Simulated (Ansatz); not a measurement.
**Question.** Each is relaxed and computed with the program Ansatz at the r²SCAN level (PAW). Which is the only metal?
A. PrSi2Pt2, I4/mmm (Si on 4e, Pr on 2a, Pt on 4d)
B. SiC, wurtzite
C. Rb2H4Pt, P4_2/mnm (Rb on 4d, H on 4e, H on 4f, Pt on 2a)
D. Cs2MnCl4, I4/mmm (Cs on 4e, Mn on 2a, Cl on 4e, Cl on 4c)

**Answer.** A, PrSi2Pt2, I4/mmm (Si on 4e, Pr on 2a, Pt on 4d). PrSi2Pt2: metal; Rb2H4Pt: gap 3.64 eV; Cs2MnCl4: gap 2.58 eV (indirect); SiC: gap 2.65 eV (indirect). The 4f shell is in the valence, and the state reached may lie above the lowest one. Spin orders computed, not proven ground states: PrSi2Pt2, I4/mmm (Si on 4e, Pr on 2a, Pt on 4d) ferromagnetic; Cs2MnCl4, I4/mmm (Cs on 4e, Mn on 2a, Cl on 4e, Cl on 4c) ferromagnetic. Standing as an ambient phase not checked: PrSi2Pt2, I4/mmm (Si on 4e, Pr on 2a, Pt on 4d); Rb2H4Pt, P4_2/mnm (Rb on 4d, H on 4e, H on 4f, Pt on 2a); Cs2MnCl4, I4/mmm (Cs on 4e, Mn on 2a, Cl on 4e, Cl on 4c). All cells were relaxed under the symmetry of their starts (and spin orders); stability against distortions was not tested throughout. Rows with no word on spin ran without spin polarisation. No Hubbard U is applied. Spin–orbit coupling is left out wherever it is not named.

Potentials: the later of the program's two PAW sets.
